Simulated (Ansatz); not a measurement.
Level of theory: DFT PBE, scalar-relativistic, plane waves, PAW (Ansatz 0.2.0). Settings: cutoff 420 eV, Γ-centred meshes spaced at most about 0.3 Å⁻¹, and about 0.25 Å⁻¹ or finer for metals (2π included), Gaussian smearing. No spin polarisation in the final relaxations.

Temperature and zero-point effects are left out. All come from trial cells, and lower structures may exist.

**Question.** These unrelaxed guesses for SbC2 are each relaxed within their symmetry. Order them by the energy at which they end, lowest first.
1.

```xyz
6
Lattice="3.2317 0.0000 0.0000 -1.6158 2.7987 0.0000 0.0000 0.0000 8.2258" Properties=species:S:1:pos:R:3 pbc="T T T"
Sb    0.0000    0.0000    4.1129
Sb    0.0000    0.0000    0.0000
C     1.6158    0.9329    3.1241
C     0.0000    1.8658    5.1017
C     0.0000    1.8658    7.2370
C     1.6158    0.9329    0.9888
```

2.

```xyz
6
Lattice="4.0531 0.0000 0.0000 0.0000 4.0531 0.0000 0.0000 0.0000 4.4185" Properties=species:S:1:pos:R:3 pbc="T T T"
Sb    2.0266    2.0266    3.3139
Sb    2.0266    2.0266    1.1046
C     2.0266    0.0000    3.1252
C     0.0000    2.0266    3.5026
C     0.0000    2.0266    0.9159
C     2.0266    0.0000    1.2933
```

**Answer.** 1 (ends in P6_3/mmc, 0 meV/atom), 2 (ends in P4_2/mmc, 97 meV/atom). Even the lowest end lies +1.25 eV/atom against the elements.

Spin–orbit coupling, which can matter for Sb, is left out. Cells relaxed within their symmetry can be saddle points. Some structure types and database cells were kept out of the candidates from the start, so a known form may be missing.
